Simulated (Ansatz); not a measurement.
## Does relaxation matter for the field gradients of K₃Ag₂F₇?

Start: a refined structure from the COD, atoms as given.

```cif
data_structure
_symmetry_space_group_name_H-M 'P 1'
_symmetry_Int_Tables_number 1
_cell_length_a 10.8781
_cell_length_b 10.8781
_cell_length_c 6.2134
_cell_angle_alpha 90.000
_cell_angle_beta 90.000
_cell_angle_gamma 146.114
_cell_volume 409.93
loop_
_atom_site_label
_atom_site_type_symbol
_atom_site_fract_x
_atom_site_fract_y
_atom_site_fract_z
_atom_site_occupancy
K1 K 0.81210 0.18790 0.50000 1
K2 K 0.18790 0.81210 0.50000 1
K3 K 0.68790 0.31210 0.00000 1
K4 K 0.31210 0.68790 0.00000 1
K5 K 0.00000 0.00000 0.50000 1
K6 K 0.50000 0.50000 0.00000 1
Ag7 Ag 0.39840 0.60160 0.50000 1
Ag8 Ag 0.60160 0.39840 0.50000 1
Ag9 Ag 0.10160 0.89840 0.00000 1
Ag10 Ag 0.89840 0.10160 0.00000 1
F11 F 0.50000 0.50000 0.50000 1
F12 F 0.00000 0.00000 0.00000 1
F13 F 0.29430 0.70570 0.50000 1
F14 F 0.70570 0.29430 0.50000 1
F15 F 0.20570 0.79430 0.00000 1
F16 F 0.79430 0.20570 0.00000 1
F17 F 0.11050 0.30390 0.30180 1
F18 F 0.88950 0.69610 0.30180 1
F19 F 0.69610 0.88950 0.69820 1
F20 F 0.30390 0.11050 0.69820 1
F21 F 0.38950 0.19610 0.19820 1
F22 F 0.61050 0.80390 0.19820 1
F23 F 0.80390 0.61050 0.80180 1
F24 F 0.19610 0.38950 0.80180 1
```

Atoms are numbered from 1 in the order listed; like atoms form one site, named after its first atom.

The numbers come from a DFT calculation in Ansatz (PBE, plane waves and PAW, scalar-relativistic, 420 eV cutoff, Γ-centred 6×6×6 k-points, Fermi–Dirac smearing 0.05 eV).

The largest force at the start is 1.4 eV/Å. Relaxing the ions at fixed cell moves them by 0.421 Å at most (atom 24, F) and 0.254 Å rms. End positions:

```
CELL_PARAMETERS angstrom
3.17010 -10.40595 0.00000
3.17010 10.40595 0.00000
0.00000 0.00000 6.21340
ATOMIC_POSITIONS crystal
K 0.82045 0.17955 0.50000
K 0.17955 0.82045 0.50000
K 0.67955 0.32045 0.00000
K 0.32045 0.67955 0.00000
K 0.00000 0.00000 0.50000
K 0.50000 0.50000 0.00000
Ag 0.39929 0.60071 0.50000
Ag 0.60071 0.39929 0.50000
Ag 0.10071 0.89929 0.00000
Ag 0.89929 0.10071 0.00000
F 0.50000 0.50000 0.50000
F 0.00000 0.00000 0.00000
F 0.29739 0.70261 0.50000
F 0.70261 0.29739 0.50000
F 0.20261 0.79739 0.00000
F 0.79739 0.20261 0.00000
F 0.15979 0.35188 0.25582
F 0.84021 0.64812 0.25582
F 0.64812 0.84021 0.74418
F 0.35188 0.15979 0.74418
F 0.34021 0.14812 0.24418
F 0.65979 0.85188 0.24418
F 0.85188 0.65979 0.75582
F 0.14812 0.34021 0.75582
```

```json
{"site": "K1", "atom": "1", "moved (Å)": "0.174", "first shell before": "3 F at 2.21–2.62 Å; also 6 F at 3.13–3.25 Å", "first shell after": "1 F at 2.45 Å; also 4 F at 2.82 Å", "V_zz before (10²¹ V/m²)": "-5.02", "η before": "0.46"}
{"site": "K5", "atom": "5", "moved (Å)": "0.000", "first shell before": "12 F at 2.70–3.32 Å", "first shell after": "12 F at 2.99–3.17 Å", "V_zz before (10²¹ V/m²)": "-1.21", "η before": "0.12"}
{"site": "Ag", "atom": "7", "moved (Å)": "0.019", "first shell before": "6 F at 2.11–2.29 Å", "first shell after": "6 F at 2.10–2.27 Å", "V_zz before (10²¹ V/m²)": "-3.92", "η before": "0.81"}
{"site": "F11", "atom": "11", "moved (Å)": "0.000", "first shell before": "2 Ag at 2.11 Å, angle 180°", "first shell after": "2 Ag at 2.10 Å, angle 180°", "V_zz before (10²¹ V/m²)": "20.8", "η before": "0.01"}
{"site": "F13", "atom": "13", "moved (Å)": "0.064", "first shell before": "1 Ag at 2.17 Å, 1 K at 2.21 Å, angle 180°", "first shell after": "1 Ag at 2.12 Å, 1 K at 2.45 Å, angle 180°", "V_zz before (10²¹ V/m²)": "7.84", "η before": "0.02"}
{"site": "F17", "atom": "17", "moved (Å)": "0.421", "first shell before": "2 Ag at 2.23–2.29 Å, 2 K at 2.62–2.70 Å; also 2 K at 3.25–3.32 Å", "first shell after": "2 Ag at 2.17–2.27 Å, angle 175°; also 2 K at 2.82 Å", "V_zz before (10²¹ V/m²)": "13.65", "η before": "0.07"}
```

Q: How do the gradients change?

A: 

| site | atom | V_zz after | η after | change of V_zz |
| --- | --- | --- | --- | --- |
| K1 | 1 | -2.00 | 0.05 | +3.02 |
| K5 | 5 | 0.40 | 0.14 | +1.61 |
| Ag | 7 | -4.15 | 0.18 | -0.23 |
| F11 | 11 | 20.0 | 0.01 | -0.79 |
| F13 | 13 | 9.29 | 0.02 | +1.45 |
| F17 | 17 | 13.28 | 0.08 | -0.37 |

The largest change of V_zz is on K1, from -5.02 to -2.00. In per cent, |V_zz| changes by -60 on K, +6 on Ag, -4 to +18 on F (all sites that start above 2). Where |V_zz| stays above 0.1, η moves most on Ag, from 0.81 to 0.18. V_zz changes sign on K5 (same axis).

The run finds no gap above 0.1 eV (a metal, or nearly one), so the gradients can move by 10 % or more with the k-mesh. Without spin–orbit coupling (the program notes it for Ag) the gradients can shift somewhat, as the gap is small.
Before: At this cell the principal stresses reach 7 GPa in size with PBE, which can matter for small gradients.
